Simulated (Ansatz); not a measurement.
Relaxed-ion elastic tensor of Sn (body-centred tetragonal, I4/mmm) in GPa (Voigt order), plane-wave PAW r²SCAN (Ansatz code); density 7.21 g/cm³, 27.34 Å³ per atom.

```
84.4  25.3  46.1   0.0   0.0   0.0
25.3  84.4  46.1   0.0   0.0   0.0
46.1  46.1  58.6   0.0   0.0   0.0
 0.0   0.0   0.0   7.0   0.0   0.0
 0.0   0.0   0.0   0.0   7.0   0.0
 0.0   0.0   0.0   0.0   0.0  -2.3
```

Question: Is the crystal mechanically stable?

Answer: No: the smallest eigenvalue of C is -2.3 GPa.

This is a known high-pressure phase of the composition, computed here at zero pressure and temperature. Symmetry was held in the r²SCAN relaxation. At this level the phase is mechanically unstable. As this level gives no gap, shear constants depend on the k-mesh and smearing (Fermi–Dirac, 0.1 eV here). Scalar-relativistic: spin–orbit coupling is off unless named, which matters more the heavier the elements.

Potentials: the later of the program's two PAW sets.
